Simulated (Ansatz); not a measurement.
An ordered 8-atom cell of Ga₄P₃N on the zincblende lattice (I-42m) at its r2SCAN geometry, run in the plane-wave code Ansatz at 3 levels of theory. The cell comes from a prototype generator: it can be a known phase or a hypothetical one. No magnetic order is allowed.

The PBE+SOC input:
```yaml
crystal:
  lattice:
    - [-2.6120867391, 2.6120867391, 5.1689772579]
    - [2.6120867391, -2.6120867391, 5.1689772579]
    - [2.6120867391, 2.6120867391, -5.1689772579]
  atoms:
    - { symbol: "N", position: [0.0, 0.0, 0.0] }
    - { symbol: Ga, position: [0.666727682, 0.666727682, 0.5622700099] }
    - { symbol: P, position: [0.25, 0.75, 0.5] }
    - { symbol: Ga, position: [0.8955423279, 0.333272318, 0.0] }
    - { symbol: P, position: [0.5, 0.5, 0.0] }
    - { symbol: Ga, position: [0.1044576721, 0.1044576721, 0.4377299901] }
    - { symbol: P, position: [0.75, 0.25, 0.5] }
    - { symbol: Ga, position: [0.333272318, 0.8955423279, 0.0] }
kpoints:
  mp_grid: { grid: [8, 8, 8] }
  band_path:
    path:
      - [0.0, 0.0, 0.0]
      - [0.0, 0.0, 0.5]
      - [0.25, 0.25, 0.25]
      - [0.0, 0.5, 0.0]
      - [0.5, 0.5, -0.5]
      - [0.3138419222, 0.6861580778, -0.3138419222]
      - [-0.3138419222, 0.3138419222, 0.3138419222]
      - [-0.1276838444, 0.1276838444, 0.5]
      - [0.5, 0.5, -0.1276838444]
      - [-0.010417, 0.010417, -0.010417]
    npoints: 1
hamiltonian:
  xc: pbe
scf:
  occupations: { method: fermi_dirac, width: 0.02 }
  n_extra_bands: 12
magnetization:
  noncollinear: true
  spin_orbit: true
output:
  forces: true
  stress: true
  eigenvalues: true
  write_density: true
  write_potential: true
  elf: true
  volumetric_format: npy
```

Main results, then, where recorded, the levels near the gap in eV from the Fermi energy (columns number the bands from 0), one row a point of the path (Γ, X, P, N, M, S, S₀, R, G, S₀–Γ (0.97)):
```
Crystal: 8 atoms, lattice volume = 141.072 Å³
Symmetry: 8 space group operations + 8 with time reversal
Magnetic group: BNS 121.328 (UNI 988)
```
```
Basis set: ecut = 420 eV, 2801 PW (Γ)
k-points: 59 of 512 (time reversal used)
SCF converged after 9 iterations
Free energy (F): -17786.097483 eV
Fermi energy:    8.217404 eV
--- Forces (eV/Å), atoms counted from 1 ---
  atom   1  N       0.00000      0.00000      0.00000
  atom   2  Ga    -0.02537    -0.02537    -0.01324
  atom   3  P       0.00000      0.00000      0.00000
  atom   4  Ga      0.02537    -0.02537      0.01324
  atom   5  P       0.00000      0.00000      0.00000
  atom   6  Ga      0.02537      0.02537    -0.01324
  atom   7  P       0.00000      0.00000      0.00000
  atom   8  Ga    -0.02537      0.02537      0.01324
--- Stress (GPa, compression-positive) ---
        3.013453       0.000000       0.000000
        0.000000       3.013453       0.000000
        0.000000       0.000000       2.948761
  P = ⅓ Tr σ = 2.9919 GPa (29.919 kbar)
```
```tsv
band_62	band_63	band_64	band_65	band_66	band_67	band_68	band_69	band_70	band_71	band_72	band_73	band_74	band_75	band_76	band_77
-3.060	-3.060	-3.047	-3.047	-0.514	-0.514	-0.453	-0.453	-0.449	-0.449	0.430	0.430	1.877	1.877	1.975	1.975
-2.119	-2.119	-1.459	-1.459	-1.076	-1.076	-1.065	-1.065	-0.922	-0.922	0.655	0.655	2.459	2.459	3.131	3.131
-2.304	-2.304	-1.856	-1.856	-1.838	-1.838	-1.031	-1.031	-0.967	-0.967	1.468	1.468	2.541	2.541	3.290	3.290
-2.949	-2.949	-2.548	-2.548	-2.380	-2.380	-2.091	-2.091	-1.081	-1.081	2.779	2.779	3.007	3.007	3.152	3.152
-2.527	-2.527	-2.210	-2.210	-2.200	-2.200	-1.564	-1.564	-1.556	-1.556	1.321	1.321	1.333	1.333	2.048	2.048
-3.135	-3.113	-2.577	-2.566	-2.344	-2.335	-1.680	-1.676	-1.045	-1.029	1.826	1.827	2.737	2.740	3.095	3.098
-3.135	-3.113	-2.577	-2.566	-2.344	-2.335	-1.680	-1.676	-1.045	-1.029	1.826	1.827	2.737	2.740	3.095	3.098
-2.213	-2.210	-1.739	-1.713	-1.679	-1.667	-1.378	-1.366	-1.040	-1.039	1.124	1.128	2.624	2.629	3.506	3.511
-2.213	-2.210	-1.739	-1.713	-1.679	-1.667	-1.378	-1.366	-1.040	-1.039	1.124	1.128	2.624	2.629	3.506	3.511
-3.064	-3.060	-3.049	-3.048	-0.530	-0.520	-0.469	-0.466	-0.460	-0.446	0.448	0.448	1.886	1.887	1.988	1.990
```

PBE+SOC gives an indirect gap of 0.877 eV, from S₀–Γ (0.97 of the way from S₀) to Γ; the least direct gap is 0.879 eV at Γ. Least and direct gap differ so little that the kind isn't settled.

Q: In the first input these blocks are replaced (the band path and keys that only write files left aside):
```yaml
kpoints:
  mp_grid: { grid: [4, 4, 4] }
hamiltonian:
  xc: hse06
scf:
  occupations: { method: fixed }
  n_extra_bands: 6
```
(magnetization left out)
What comes out?

A:
```
Basis set: ecut = 420 eV, 2801 PW (Γ)
k-points: 13 of 64 (time reversal used)
Exchange kernel: α = 0.2500, screened, ω = 0.2079 Å⁻¹, Wigner–Seitz truncation, v(0) = 1046.2105 eV·Å³, q-mesh 4×4×4
hybrid outer 1: dexx = +3.852e-2 eV, tail = 1.10e-4 eV
hybrid outer 2: dexx = +3.650e-6 eV, tail = 5.74e-8 eV, Δε = 2.67e-3 eV, ΔF = 1.51e-3 eV/Å
hybrid SCF converged: 2 outer / 14 inner (+4 warm-up)
Free energy (F): -17789.328796 eV
Fermi energy:    7.262120 eV
--- Forces (eV/Å), atoms counted from 1 ---
  atom   1  N       0.00000      0.00000      0.00000
  atom   2  Ga      0.04108      0.04108      0.05874
  atom   3  P       0.00000      0.00000      0.00000
  atom   4  Ga    -0.04108      0.04108    -0.05874
  atom   5  P       0.00000      0.00000      0.00000
  atom   6  Ga    -0.04108    -0.04108      0.05874
  atom   7  P       0.00000      0.00000      0.00000
  atom   8  Ga      0.04108    -0.04108    -0.05874
--- Stress (GPa, compression-positive) ---
        0.442494       0.000000       0.000000
        0.000000       0.442494       0.000000
        0.000000       0.000000       0.407058
  P = ⅓ Tr σ = 0.4307 GPa (4.307 kbar)
```
```tsv
band_31	band_32	band_33	band_34	band_35	band_36	band_37	band_38
-2.802	-2.802	-0.007	-0.007	0.000	1.691	3.169	3.304
-1.808	-1.072	-0.633	-0.604	-0.486	1.950	3.895	4.627
-1.887	-1.449	-1.449	-0.594	-0.527	2.759	3.994	4.741
-2.696	-2.233	-2.029	-1.780	-0.612	4.131	4.350	4.638
-2.190	-1.863	-1.863	-1.171	-1.171	2.486	2.493	3.354
-2.840	-2.301	-2.009	-1.289	-0.595	3.071	4.113	4.487
-2.840	-2.301	-2.009	-1.289	-0.595	3.071	4.113	4.487
-1.907	-1.333	-1.263	-0.922	-0.608	2.429	4.050	5.012
-1.907	-1.333	-1.263	-0.922	-0.608	2.429	4.050	5.012
-2.804	-2.803	-0.025	-0.019	0.003	1.704	3.178	3.318
```
The HSE06 gap is indirect, 1.688 eV (S₀–Γ (0.97 of the way from S₀) to Γ), below the direct gap of 1.691 eV at Γ. Least and direct gap differ so little that the kind isn't settled. The mean stress, +0.4 GPa, is small, and the program warns that its thresholds are loose for a hybrid's stress.

PBE0. Against the first input these blocks differ (the band path and keys that only write files left aside):
```yaml
kpoints:
  mp_grid: { grid: [4, 4, 4] }
hamiltonian:
  xc: pbe0
scf:
  occupations: { method: fixed }
  n_extra_bands: 6
```
(magnetization left out)

```
Basis set: ecut = 420 eV, 2801 PW (Γ)
k-points: 13 of 64 (time reversal used)
Exchange kernel: α = 0.2500, full range, Wigner–Seitz truncation, v(0) = 14982.2627 eV·Å³, q-mesh 4×4×4
hybrid outer 1: dexx = +5.322e-2 eV, tail = 1.35e-4 eV
hybrid outer 2: dexx = +7.455e-6 eV, tail = 8.79e-8 eV, Δε = 3.45e-3 eV, ΔF = 2.15e-3 eV/Å
hybrid outer 3: dexx = +2.721e-9 eV, tail = 1.99e-9 eV, Δε = 9.81e-5 eV, ΔF = 2.71e-5 eV/Å
hybrid SCF converged: 3 outer / 16 inner (+4 warm-up)
Free energy (F): -17790.084804 eV
Fermi energy:    6.916266 eV
--- Forces (eV/Å), atoms counted from 1 ---
  atom   1  N       0.00000      0.00000      0.00000
  atom   2  Ga      0.03445      0.03445      0.05354
  atom   3  P       0.00000      0.00000      0.00000
  atom   4  Ga    -0.03445      0.03445    -0.05354
  atom   5  P       0.00000      0.00000      0.00000
  atom   6  Ga    -0.03445    -0.03445      0.05354
  atom   7  P       0.00000      0.00000      0.00000
  atom   8  Ga      0.03445    -0.03445    -0.05354
--- Stress (GPa, compression-positive) ---
        0.209124       0.000000       0.000000
        0.000000       0.209124       0.000000
        0.000000       0.000000       0.190233
  P = ⅓ Tr σ = 0.2028 GPa (2.028 kbar)
```
```tsv
band_31	band_32	band_33	band_34	band_35	band_36	band_37	band_38
-2.840	-2.840	-0.007	-0.007	0.000	2.346	3.850	3.968
-1.831	-1.090	-0.649	-0.611	-0.497	2.609	4.567	5.323
-1.924	-1.469	-1.469	-0.609	-0.540	3.436	4.680	5.426
-2.745	-2.274	-2.065	-1.814	-0.626	4.825	5.048	5.341
-2.228	-1.885	-1.885	-1.196	-1.196	3.160	3.169	4.036
-2.898	-2.336	-2.041	-1.309	-0.609	3.743	4.805	5.191
-2.898	-2.336	-2.041	-1.309	-0.609	3.743	4.805	5.191
-1.929	-1.360	-1.281	-0.932	-0.618	3.086	4.719	5.720
-1.929	-1.360	-1.281	-0.932	-0.618	3.086	4.719	5.720
-2.842	-2.841	-0.024	-0.019	0.003	2.358	3.859	3.982
```

With PBE0 the valence top lies at S₀–Γ (0.97 of the way from S₀) and the conduction bottom at Γ, 2.34 eV higher; the smallest vertical gap, at Γ, is 2.35 eV. Least and direct gap differ so little that the kind isn't settled. The mean stress, +0.2 GPa, is small, and the program warns that its thresholds are loose for a hybrid's stress.

Small level splittings and stresses of the hybrids carry the error of their coarser meshes.

Totals of different functionals, or with and without spin-orbit coupling, can't be compared.

Only the levels marked +SOC include spin-orbit coupling.

The meshes of the hybrids are coarse, so their gaps aren't converged to the digits shown.
